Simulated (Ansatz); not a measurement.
LaI$_{2}$:
```yaml
crystal:
  lattice:
    - [-1.97905, 1.97905, 7.31411]
    - [1.97905, -1.97905, 7.31411]
    - [1.97905, 1.97905, -7.31411]
  atoms:
    - { symbol: La, position: [0.00000, 0.00000, 0.00000] }
    - { symbol: I, position: [0.63006, 0.63006, 0.00000] }
    - { symbol: I, position: [0.36994, 0.36994, 0.00000] }
```

Relaxed with r²SCAN. Special points in fractions of this cell's reciprocal vectors: Γ (0.000, 0.000, 0.000); X (0.000, 0.000, 0.500); P (0.250, 0.250, 0.250); N (0.000, 0.500, 0.000); M (0.500, 0.500, -0.500); S (0.268, 0.732, -0.268); S0 (-0.268, 0.268, 0.268); R (-0.037, 0.037, 0.500); G (0.500, 0.500, -0.037).

**Question.** List the band energies nearest the Fermi level at these points for r²SCAN in the plane-wave PAW code Ansatz.

**Answer.** In eV from the Fermi level; about four levels below and three above (degenerate sets whole), none deeper than 8.9 eV; points with the same levels are listed once.

```
k                          below                above
-  -----------------------------  -------------------
Γ        -3.01 -3.01 -2.92 -1.25  0.92 0.92 1.22 1.22
X        -5.06 -5.03 -4.72 -3.04       0.81 1.10 1.10
P        -5.06 -4.85 -4.85 -3.05       0.86 1.10 1.10
N        -3.59 -3.45 -2.80 -0.39       1.07 1.08 1.15
M  -3.30 -3.30 -3.20 -3.20 -1.26  0.72 0.94 1.22 1.22
S        -3.57 -3.45 -2.80 -0.44       1.06 1.11 1.12
R        -5.06 -5.01 -4.72 -3.07       0.85 1.09 1.10
```

Space group I4/mmm (MoSi2 or CaC2 type). The first step of the workflow began from a Materials Project structure, measured or hypothetical; the Crystallography Open Database files this formula in space group No. 139, but the cells were not matched. Whether it is the stable phase at ambient conditions was not checked. Symmetry was held in the r²SCAN relaxation; whether a distortion lowers the energy is not shown. A crystal of weakly bound layers computed without a dispersion correction: the cell and the soft elastic constants depend strongly on that. With an odd number of electrons in the cell and no spin polarisation, the count alone makes it a metal. Spin–orbit coupling is left out wherever it is not named.

Potentials: the later of the program's two PAW sets.
